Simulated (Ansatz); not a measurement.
Relaxation of a generated cell, TaN placed in the FeSi structure type; 8 atoms in the cell, which starts as P2₁3 (No. 198), cP8; a = 4.3433 Å, b = 4.3433 Å, c = 4.3433 Å, α = 90.00°, β = 90.00°, γ = 90.00°. All values below come from r2SCAN (plane waves to 500 eV, PAW, scalar-relativistic; Ansatz, a first-principles code). Γ-centred k-mesh 5×5×5 on the run's cell (coarser than for final values), Fermi–Dirac smearing 0.05 eV. This is the first round of the run. 

The optimiser's lines from the output (shortened; P is positive under compression):

```
relax step   1: F+E_penalty+E_count = -41320.65270698 eV  Δ(F+E_penalty+E_count) = +0.000e0 eV  max|allowed force component| = 1.205e0 eV/Å  Δτ_max = 0.0000 Å  P = +25.041 GPa  Ω = 81.934 Å³  (8 SCF iters, dr2 threshold 1.00e-7 eV, accepted)
relax step   2: F+E_penalty+E_count = -41321.55987309 eV  Δ(F+E_penalty+E_count) = -9.072e-1 eV  max|allowed force component| = 8.555e-1 eV/Å  Δτ_max = 0.0824 Å  P = -8.698 GPa  Ω = 89.621 Å³  (8 SCF iters, dr2 threshold 8.00e-7 eV, accepted)
relax step   3: F+E_penalty+E_count = -41322.20572112 eV  Δ(F+E_penalty+E_count) = -6.458e-1 eV  max|allowed force component| = 7.565e-1 eV/Å  Δτ_max = 0.1026 Å  P = -8.416 GPa  Ω = 88.844 Å³  (7 SCF iters, dr2 threshold 8.00e-7 eV, accepted)
relax step   4: F+E_penalty+E_count = -41323.16886225 eV  Δ(F+E_penalty+E_count) = -9.631e-1 eV  max|allowed force component| = 8.337e-1 eV/Å  Δτ_max = 0.1937 Å  P = +2.175 GPa  Ω = 86.111 Å³  (7 SCF iters, dr2 threshold 8.00e-7 eV, accepted)
relax step   5: F+E_penalty+E_count = -41325.58055702 eV  Δ(F+E_penalty+E_count) = -2.412e0 eV  max|allowed force component| = 1.615e0 eV/Å  Δτ_max = 0.1952 Å  P = +3.212 GPa  Ω = 85.327 Å³  (7 SCF iters, dr2 threshold 8.00e-7 eV, accepted)
relax step   6: F+E_penalty+E_count = -41327.65150063 eV  Δ(F+E_penalty+E_count) = -2.071e0 eV  max|allowed force component| = 7.547e-1 eV/Å  Δτ_max = 0.1990 Å  P = +1.069 GPa  Ω = 84.868 Å³  (7 SCF iters, dr2 threshold 8.00e-7 eV, accepted)
relax step   7: F+E_penalty+E_count = -41327.37939886 eV  Δ(F+E_penalty+E_count) = +2.721e-1 eV  max|allowed force component| = 1.193e0 eV/Å  Δτ_max = 0.1948 Å  P = +5.566 GPa  Ω = 85.111 Å³  (8 SCF iters, dr2 threshold 8.00e-7 eV, rejected (line search))
relax step   8: F+E_penalty+E_count = -41327.93372114 eV  Δ(F+E_penalty+E_count) = -2.822e-1 eV  max|allowed force component| = 1.356e-1 eV/Å  Δτ_max = 0.0973 Å  P = -1.986 GPa  Ω = 85.396 Å³  (11 SCF iters, accepted)
relax step   9: F+E_penalty+E_count = -41327.92925502 eV  Δ(F+E_penalty+E_count) = +4.466e-3 eV  max|allowed force component| = 7.948e-2 eV/Å  Δτ_max = 0.0273 Å  P = +5.062 GPa  Ω = 83.757 Å³  (7 SCF iters, dr2 threshold 8.00e-7 eV, rejected (line search))
relax step  10: F+E_penalty+E_count = -41327.94556453 eV  Δ(F+E_penalty+E_count) = -1.184e-2 eV  max|allowed force component| = 5.410e-2 eV/Å  Δτ_max = 0.0134 Å  P = -0.452 GPa  Ω = 85.024 Å³  (10 SCF iters, accepted)
relax step  11: F+E_penalty+E_count = -41327.94876094 eV  Δ(F+E_penalty+E_count) = -3.196e-3 eV  max|allowed force component| = 7.878e-3 eV/Å  Δτ_max = 0.0147 Å  P = -0.044 GPa  Ω = 84.914 Å³  (5 SCF iters, dr2 threshold 5.10e-7 eV, accepted)
relax step  12: F+E_penalty+E_count = -41327.94880378 eV  Δ(F+E_penalty+E_count) = -4.284e-5 eV  max|allowed force component| = 1.028e-4 eV/Å  Δτ_max = 0.0015 Å  P = +0.001 GPa  Ω = 84.907 Å³  (6 SCF iters, dr2 threshold 4.79e-9 eV, accepted)
relax step  13: F+E_penalty+E_count = -41327.95018401 eV  Δ(F+E_penalty+E_count) = -1.380e-3 eV  max|allowed force component| = 1.752e-4 eV/Å  Δτ_max = 0.0000 Å  P = +0.015 GPa  Ω = 84.907 Å³  stress off target by 1.46e-2 GPa  SCF on the basis re-selected at this cell (its energy is not comparable with the rows above)  (7 SCF iters)
```

From the first to the last row the energy changes by -0.91 eV/atom and the volume by +3.6 %. The last row is marked as not comparable with the walk above it, whose basis was carried along; it does compare with step 1, since both stand on a basis selected at the nominal cutoff for their own cell.

Steps 7, 9 were rejected by the optimiser.

Later rounds, restarted from the end of this one on a renewed k-mesh, logged 5 more steps. The final structure after all rounds: P2₁3 (No. 198), cP8; a = 4.3970 Å, b = 4.3970 Å, c = 4.3970 Å, α = 90.00°, β = 90.00°, γ = 90.00°. Between re-selections the logged energies stand on a plane-wave basis carried along with the cell. No spin polarisation in the result.

The run could not lose the symmetry of its start: the end is stationary, and may be a saddle point rather than a minimum.

The relaxed structure here is a generated cell of TaN: the first start was made by placing the elements on the sites of a structure type, and the end was not matched to a known phase here, so it may be hypothetical. Known forms of TaN include space group No. 225.
